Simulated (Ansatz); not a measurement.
TiB₂: pressure against volume, fitted

```yaml
crystal:
  lattice:
    - [3.02920, 0.00000, 0.00000]
    - [-1.51460, 2.62336, 0.00000]
    - [0.00000, 0.00000, 3.22840]
  atoms:
    - { symbol: Ti, position: [0.00000, 0.00000, 0.00000] }
    - { symbol: B, position: [0.33333, 0.66667, 0.50000] }
    - { symbol: B, position: [0.66667, 0.33333, 0.50000] }
```

Atoms are numbered in the order listed.

The cell comes from COD entry 2002799, which wasn't checked; take it as a given geometry.

Level of theory: DFT, PBEsol, all-electron LAPW, scalar-relativistic (Ansatz 0.2.0).

Numerical set-up: a Γ-centred 15×15×13 k mesh, Fermi–Dirac smearing of 0.08 eV, basis error target 1 meV/atom, no spin polarisation.

The cell is scaled evenly. Fractional coordinates are held (clamped ions).

```csv
V (Å³/atom),P (GPa)
8.039,12.09
8.381,0.04
8.466,-2.62
8.552,-5.16
8.637,-7.57
8.723,-9.86
8.894,-14.12
9.065,-17.99
```

Task: Fit a third-order Birch–Murnaghan curve to the pressures.

Result: P = (3B0/2)(y^(7/2) − y^(5/2))[1 + (3/4)(B0′ − 4)(y − 1)] with y = (V0/V)^(2/3) fits within 0.01 GPa for V0 = 8.382 Å³/atom, B0 = 266.9 GPa and B0′ = 3.84.

Task: Predict the pressure at the withheld volume, 8.210 Å³/atom.

Result: There y = 1.0139, so the fit gives 5.76 GPa; the run gave 5.77 GPa.
